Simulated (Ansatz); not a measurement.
# Does relaxation matter for the field gradients of Na₃WClO₄?

Start: a measured structure from the Crystallography Open Database (COD), taken as it stands.

Space group P4/nmm:1 (No. 129); a = 7.5181, c = 5.3600 Å.

```csv
site,Wyckoff,site symmetry,x,y,z
Na1,2c,4mm,0.5000,0.0000,0.3603
Na3,4d,..2/m,0.7500,0.2500,0.0000
W,2b,-4m2,0.0000,0.0000,0.5000
Cl,2c,4mm,0.5000,0.0000,0.8435
O,8i,.m.,0.8111,0.0000,0.3019
```

One atom of each set is listed.

Level of theory: DFT, PBE, plane waves and PAW, scalar-relativistic, 420 eV cutoff, Γ-centred 3×3×4 k-points, Fermi–Dirac smearing 0.02 eV (Ansatz 0.2.0).

The largest force at the start is 1.1 eV/Å. Relaxing the ions at fixed cell moves them by 0.021 Å at most (atom 11, O) and 0.015 Å rms.

```tsv
site	moved (Å)	first shell before	first shell after	V_zz before (10²¹ V/m²)	η before
Na1	0.010	4 O at 2.36 Å, 2 Cl at 2.59–2.77 Å	4 O at 2.35 Å, 2 Cl at 2.59–2.77 Å	0.49	0.00
Na3	0.000	4 O at 2.52 Å, 2 Cl at 2.79 Å	4 O at 2.51 Å, 2 Cl at 2.79 Å	-0.54	0.48
W	0.000	4 O at 1.77 Å	4 O at 1.79 Å	-10.22	0.00
Cl	0.008	6 Na at 2.59–2.79 Å	6 Na at 2.59–2.79 Å	-1.72	0.00
O	0.021	1 W at 1.77 Å	1 W at 1.79 Å	1.13	0.97
```

(1) How do the gradients change?

## Answers

(1) 

```csv
site,V_zz after,η after,change of V_zz
Na1,0.54,0.00,+0.05
Na3,-0.55,0.58,-0.01
W,-10.96,0.00,-0.74
Cl,-1.75,0.00,-0.03
O,1.43,0.81,+0.30
```

The largest change of V_zz is on W, from -10.22 to -10.96. In per cent, |V_zz| changes by +3 on Na, +7 on W, +2 on Cl, +26 on O (all sites that start above 0.5). Where |V_zz| stays above 0.1, η moves most on O, from 0.97 to 0.81.

Without spin–orbit coupling the gradients at and beside W can be off by some per cent, at some sites by more.
